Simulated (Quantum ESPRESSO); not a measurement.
## Pd3Ti2ZnAuTa (input and log of a self-consistent run)

A calculation, not a measurement. The program is pw.x of Quantum ESPRESSO 7.5 (plane-wave density functional theory). The cell is made up: eight metal atoms on a hexagonal close-packed lattice, with elements, volume, strain and displacements drawn at random and not relaxed, so it may be unstable or far from any real phase. PseudoDojo standard norm-conserving files set the functional (PBE unless stated); there is no spin polarisation or spin-orbit coupling, the Fermi-Dirac width of 0.25 eV means electrons at about 2900 K, and the masses in the input are unused placeholders. Heavy elements are run without spin-orbit coupling, which real alloys of them have. A spin test at this wide smearing found no moment, but such smearing suppresses magnetism that the real alloy may have.

Input:

```
&control calculation='scf', pseudo_dir='./dojo.nc.sr.pbe.v0_5.standard.upf', outdir='./o', disk_io='minimal', tprnfor=.true., tstress=.true. /
&system ibrav=0, nat=8, ntyp=5, nbnd=81, ecutwfc=84.00895049, nosym=.true., tot_charge=0,
 occupations='smearing', smearing='fd', degauss=0.0183746611
/
&electrons conv_thr=1.470e-08, electron_maxstep=70, mixing_beta=0.5 /
ATOMIC_SPECIES
Au 1.0 Au.upf
Pd 1.0 Pd.upf
Ta 1.0 Ta.upf
Ti 1.0 Ti.upf
Zn 1.0 Zn.upf
CELL_PARAMETERS angstrom
2.8133 -0.0095 -0.0098
1.4304 -2.4478 -4.5699
1.3976 7.4248 -4.6247
ATOMIC_POSITIONS angstrom
Pd 0.1092 -0.0486 0.0683
Ti 1.2716 2.3728 -4.5271
Ti 1.1022 -0.8292 -2.244
Zn 2.8877 1.6412 -6.8911
Pd 2.6772 4.9655 -4.6739
Au 2.6886 0.0941 -4.5756
Ta 2.7492 1.5818 -2.2998
Pd 4.2525 4.1622 -6.8949
K_POINTS automatic
9 5 3 1 1 1
```

The log is shortened where brackets say so; the opening notice, blank lines, dates and the lines on written files are dropped, and the path of the files is cut. It prints rydbergs, bohrs and kilobars, and counts compression as positive stress. Its total energy is the free energy E - TS of the whole cell.

```
     Program PWSCF v.7.5
     Parallel version (MPI & OpenMP), running on       4 processor cores
     Number of MPI processes:                 4
     Threads/MPI process:                     1
     [start-up lines left out]
     bravais-lattice index     =            0
     lattice parameter (alat)  =       5.3164  a.u.
     unit-cell volume          =     858.1498 (a.u.)^3
     number of atoms/cell      =            8
     number of atomic types    =            5
     number of electrons       =       130.00
     number of Kohn-Sham states=           81
     kinetic-energy cutoff     =      84.0090  Ry
     charge density cutoff     =     336.0358  Ry
     scf convergence threshold =      1.5E-08
     mixing beta               =       0.5000
     number of iterations used =            8  plain     mixing
     Exchange-correlation= PBE
                           (   1   4   3   4   0   0   0)
     [axes and pseudopotential details left out]
   Cartesian axes
     site n.     atom                  positions (alat units)
         1        Pd     tau(   1) = (   0.0388152  -0.0172749   0.0242773  )
         2        Ti     tau(   2) = (   0.4519906   0.8434124  -1.6091589  )
         3        Ti     tau(   3) = (   0.3917773  -0.2947394  -0.7976304  )
         4        Zn     tau(   4) = (   1.0264337   0.5833650  -2.4494433  )
         5        Pd     tau(   5) = (   0.9516115   1.7649883  -1.6613390  )
         6        Au     tau(   6) = (   0.9556636   0.0334479  -1.6263982  )
         7        Ta     tau(   7) = (   0.9772039   0.5622512  -0.8174645  )
         8        Pd     tau(   8) = (   1.5115523   1.4794551  -2.4507940  )
     number of k points=    68  Fermi-Dirac smearing, width (Ry)=  0.0184
                       cart. coord. in units 2pi/alat
        k(    1) = (   0.0554307   0.0188802  -0.0543251), wk =   0.0296296
        k(    2) = (   0.0551442  -0.1705339   0.0470421), wk =   0.0296296
     [further k points left out]
     Dense  grid:    89355 G-vectors     FFT dimensions: (  32,  60, 100)
     Estimated max dynamical RAM per process >     411.80 MB
     Estimated total dynamical RAM >       1.54 GB
     Initial potential from superposition of free atoms
     starting charge     129.9951, renormalised to     130.0000
     Starting wfcs are   77 randomized atomic wfcs +    4 random wfcs
     total cpu time spent up to now is        7.0 secs
     per-process dynamical memory:   333.0 Mb
     Self-consistent Calculation
     iteration #  1     ecut=    84.01 Ry     beta= 0.50
     Davidson diagonalization with overlap
     ethr =  1.00E-02,  avg # of iterations =  3.0
     total cpu time spent up to now is       26.0 secs
     total energy              =   -1864.37205615 Ry
     estimated scf accuracy    <      45.18268027 Ry
     iteration #  2     ecut=    84.01 Ry     beta= 0.50
     Davidson diagonalization with overlap
     ethr =  1.00E-02,  avg # of iterations =  7.2
     total cpu time spent up to now is       58.5 secs
     total energy              =   -1856.17407801 Ry
     estimated scf accuracy    <     561.75809436 Ry
     iteration #  3     ecut=    84.01 Ry     beta= 0.50
     Davidson diagonalization with overlap
     ethr =  1.00E-02,  avg # of iterations =  6.7
     total cpu time spent up to now is       90.8 secs
     total energy              =   -1895.59267747 Ry
     estimated scf accuracy    <      33.68546250 Ry
     iteration #  4     ecut=    84.01 Ry     beta= 0.50
     Davidson diagonalization with overlap
     ethr =  1.00E-02,  avg # of iterations =  2.1
     total cpu time spent up to now is      107.6 secs
     total energy              =   -1895.93282838 Ry
     estimated scf accuracy    <      12.96216331 Ry
     iteration #  5     ecut=    84.01 Ry     beta= 0.50
     Davidson diagonalization with overlap
     ethr =  9.97E-03,  avg # of iterations =  1.9
     total cpu time spent up to now is      123.2 secs
     total energy              =   -1895.28507718 Ry
     estimated scf accuracy    <       8.78041516 Ry
     [iterations 6 to 17 left out]
     iteration # 18     ecut=    84.01 Ry     beta= 0.50
     Davidson diagonalization with overlap
     ethr =  1.83E-08,  avg # of iterations =  1.0
     total cpu time spent up to now is      336.4 secs
     total energy              =   -1895.22477561 Ry
     estimated scf accuracy    <       0.00000048 Ry
     iteration # 19     ecut=    84.01 Ry     beta= 0.50
     Davidson diagonalization with overlap
     ethr =  3.66E-10,  avg # of iterations =  2.0
     total cpu time spent up to now is      352.3 secs
     total energy              =   -1895.22477566 Ry
     estimated scf accuracy    <       0.00000004 Ry
     iteration # 20     ecut=    84.01 Ry     beta= 0.50
     Davidson diagonalization with overlap
     ethr =  3.37E-11,  avg # of iterations =  2.1
     total cpu time spent up to now is      368.7 secs
     total energy              =   -1895.22477566 Ry
     estimated scf accuracy    <       0.00000002 Ry
     iteration # 21     ecut=    84.01 Ry     beta= 0.50
     Davidson diagonalization with overlap
     ethr =  1.57E-11,  avg # of iterations =  2.0
     total cpu time spent up to now is      385.6 secs
     total energy              =   -1895.22477566 Ry
     estimated scf accuracy    <       0.00000005 Ry
     iteration # 22     ecut=    84.01 Ry     beta= 0.50
     Davidson diagonalization with overlap
     ethr =  1.57E-11,  avg # of iterations =  2.0
     total cpu time spent up to now is      401.6 secs
     End of self-consistent calculation
     [lines on levels left out]
!    total energy              =   -1895.22477566 Ry
     estimated scf accuracy    <          3.9E-09 Ry
     smearing contrib. (-TS)   =      -0.10170643 Ry
     internal energy E=F+TS    =   -1895.12306923 Ry
     The total energy is F=E-TS. E is the sum of the following terms:
     one-electron contribution =    -752.11177152 Ry
     hartree contribution      =     444.34129880 Ry
     xc contribution           =    -288.74919432 Ry
     ewald contribution        =   -1298.60340218 Ry
     convergence has been achieved in  22 iterations
     Forces acting on atoms (cartesian axes, Ry/au):
     atom    1 type  2   force =    -0.02601677    0.02098173   -0.01909818
     atom    2 type  4   force =     0.01474930    0.06240164   -0.02845557
     atom    3 type  4   force =     0.03611417   -0.03642354    0.00344078
     atom    4 type  5   force =    -0.01384238    0.02334016   -0.02752996
     atom    5 type  2   force =     0.02242321   -0.02703446    0.03456632
     atom    6 type  1   force =     0.00282035   -0.05170979   -0.01883454
     atom    7 type  3   force =    -0.02389012    0.04120438    0.05251388
     atom    8 type  2   force =    -0.01235775   -0.03276011    0.00339727
     Total force =     0.149228     Total SCF correction =     0.000240
     Computing stress (Cartesian axis) and pressure
          total   stress  (Ry/bohr**3)                   (kbar)     P=       59.12
   0.00051359  -0.00004682   0.00009960           75.55       -6.89       14.65
  -0.00004682   0.00016782   0.00028672           -6.89       24.69       42.18
   0.00009960   0.00028672   0.00052427           14.65       42.18       77.12
     init_run     :      6.61s CPU      6.86s WALL (       1 calls)
     electrons    :    386.40s CPU    394.63s WALL (       1 calls)
     forces       :      2.31s CPU      2.31s WALL (       1 calls)
     stress       :      7.99s CPU      8.00s WALL (       1 calls)
     [timing details left out]
     PWSCF        :   6m43.44s CPU   6m51.99s WALL
     JOB DONE.
```

In other units: free energy -25785.847 eV for the cell, pressure 5.91 GPa, largest force component 1.604 eV/Å in size. The run took 414 s of wall time with four MPI processes on a shared machine (Intel Xeon, 2023 or later, virtual cores), so the time is rough. A rerun of this cell at a higher cutoff and on a denser mesh moved values by no more than 0.003 eV in energy, 0.09 GPa in stress and 0.005 eV/Å in force, and a second program with other atomic files agreed on that cell to 2 % rms in force and 0.5 GPa in pressure.